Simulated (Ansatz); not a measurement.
TiTe2 (CdI2 type)

```yaml
crystal:
  lattice:
    - [3.78396, 0.00000, 0.00000]
    - [-1.89198, 3.27701, 0.00000]
    - [0.00000, 0.00000, 6.60161]
  atoms:
    - { symbol: Ti, position: [0.00000, 0.00000, 0.00000] }
    - { symbol: Te, position: [0.33333, 0.66667, 0.25685] }
    - { symbol: Te, position: [0.66667, 0.33333, 0.74315] }
```

This relaxed cell (volume V₀) is scaled evenly in all directions, its shape held. The atoms relax within the cell's symmetry.

The numbers are results of r2SCAN+rVV10 (plane waves to 500 eV, PAW, scalar-relativistic; Ansatz, an electronic-structure program), not measurements. k mesh 14×14×7 (Γ-centred), Fermi-Dirac smearing 0.05 eV. E stands for the smeared free energy. Compression counts positive. Spin-orbit coupling is left out, though Te is heavy. TiTe2 is run without spin polarisation. TiTe2 was relaxed with its symmetry unable to fall. The zero of ΔE is the relaxed starting cell.

### Question
Give the computed ΔE (eV/atom) and P (GPa) at V/V₀ = 0.940, 0.960, 0.970, 1.030, 1.060.

### Answer
```tsv
V/V₀	ΔE (eV/atom)	P (GPa)
0.940	0.012	2.5
0.960	0.005	1.6
0.970	0.003	1.1
1.030	0.002	-0.9
1.060	0.009	-1.7
```

(A scan under strain: stresses follow from slopes of the energy per volume, elastic moduli from its curvatures.)
